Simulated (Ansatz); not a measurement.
GaP:
```
CELL_PARAMETERS angstrom
     -2.39179     2.39179     1.36723
      2.39179    -2.39179     1.36723
      2.39179     2.39179    -1.36723
ATOMIC_POSITIONS crystal
  Ga 0.25000 0.75000 0.50000
  P  0.00000 0.00000 0.00000
```

Relaxed with LDA.

Task: Which orbitals make up the states near the Fermi level in the program Ansatz at the LDA level (PAW)?

Result: Within 0.5 eV of the Fermi level: P 3p 40 %, Ga 4p 33 %, Ga 4s 14 %, P 3s 8 %. Projections are on Löwdin-orthogonalised atomic valence shells; empty p or d shells of many metals are not among them.

Task: Tabulate the density of states.

Result: States/eV per cell of 2 atoms, in 0.25 eV bins, energy from the Fermi level.

| E (eV) | total | P 3p | Ga 4p | Ga 4s |
|---|---|---|---|---|
| -7.85 | 0.36 | 0.13 | 0.05 | 0.14 |
| -7.60 | 0.42 | 0.15 | 0.06 | 0.17 |
| -7.35 | 0.42 | 0.14 | 0.06 | 0.16 |
| -7.10 | 0.41 | 0.14 | 0.06 | 0.15 |
| -6.85 | 0.40 | 0.14 | 0.06 | 0.15 |
| -6.60 | 0.54 | 0.23 | 0.09 | 0.17 |
| -6.35 | 0.81 | 0.38 | 0.14 | 0.21 |
| -6.10 | 1.00 | 0.49 | 0.16 | 0.25 |
| -5.85 | 0.69 | 0.33 | 0.12 | 0.14 |
| -5.60 | 0.53 | 0.25 | 0.10 | 0.10 |
| -5.35 | 0.57 | 0.28 | 0.13 | 0.09 |
| -5.10 | 0.62 | 0.31 | 0.15 | 0.09 |
| -4.85 | 0.69 | 0.35 | 0.17 | 0.09 |
| -4.60 | 0.73 | 0.38 | 0.18 | 0.10 |
| -4.35 | 0.72 | 0.38 | 0.17 | 0.10 |
| -4.10 | 0.74 | 0.39 | 0.18 | 0.09 |
| -3.85 | 0.76 | 0.41 | 0.19 | 0.09 |
| -3.60 | 0.78 | 0.43 | 0.20 | 0.09 |
| -3.35 | 0.81 | 0.45 | 0.20 | 0.09 |
| -3.10 | 0.86 | 0.49 | 0.22 | 0.09 |
| -2.85 | 0.92 | 0.54 | 0.23 | 0.08 |
| -2.60 | 1.02 | 0.62 | 0.25 | 0.08 |
| -2.35 | 1.12 | 0.71 | 0.28 | 0.07 |
| -2.10 | 1.27 | 0.85 | 0.30 | 0.07 |
| -1.85 | 1.04 | 0.70 | 0.23 | 0.06 |
| -1.60 | 0.82 | 0.54 | 0.17 | 0.06 |
| -1.35 | 0.65 | 0.42 | 0.13 | 0.05 |
| -1.10 | 0.60 | 0.37 | 0.13 | 0.06 |
| -0.85 | 0.57 | 0.33 | 0.13 | 0.07 |
| -0.60 | 0.54 | 0.26 | 0.15 | 0.07 |
| -0.35 | 0.58 | 0.24 | 0.19 | 0.09 |
| -0.10 | 0.61 | 0.25 | 0.20 | 0.09 |
| 0.15 | 0.64 | 0.25 | 0.21 | 0.09 |
| 0.40 | 0.67 | 0.26 | 0.23 | 0.09 |
| 0.65 | 0.66 | 0.27 | 0.21 | 0.09 |
| 0.90 | 0.66 | 0.27 | 0.21 | 0.09 |
| 1.15 | 0.70 | 0.29 | 0.21 | 0.10 |
| 1.40 | 0.78 | 0.31 | 0.22 | 0.13 |
| 1.65 | 0.86 | 0.34 | 0.23 | 0.14 |
| 1.90 | 0.87 | 0.36 | 0.23 | 0.15 |
| 2.15 | 0.79 | 0.33 | 0.21 | 0.12 |
| 2.40 | 0.75 | 0.29 | 0.22 | 0.10 |
| 2.65 | 0.81 | 0.29 | 0.26 | 0.10 |
| 2.90 | 0.80 | 0.29 | 0.24 | 0.10 |
| 3.15 | 0.85 | 0.31 | 0.26 | 0.10 |
| 3.40 | 1.06 | 0.37 | 0.34 | 0.11 |
| 3.65 | 1.20 | 0.42 | 0.38 | 0.12 |
| 3.90 | 1.07 | 0.33 | 0.36 | 0.10 |
| 4.15 | 1.06 | 0.30 | 0.38 | 0.09 |
| 4.40 | 1.14 | 0.30 | 0.42 | 0.08 |
| 4.65 | 1.06 | 0.24 | 0.41 | 0.07 |

Space group I-4m2. The first step of the workflow began from a Materials Project structure, measured or hypothetical; the Crystallography Open Database copy checked does not list it. It is not the phase usual at ambient conditions (space group No. 216). The cell was relaxed with LDA under the symmetry of its start; of distortions, only those at the zone centre were tested. Spin–orbit coupling is left out wherever it is not named.

Potentials: the later of the program's two PAW sets.
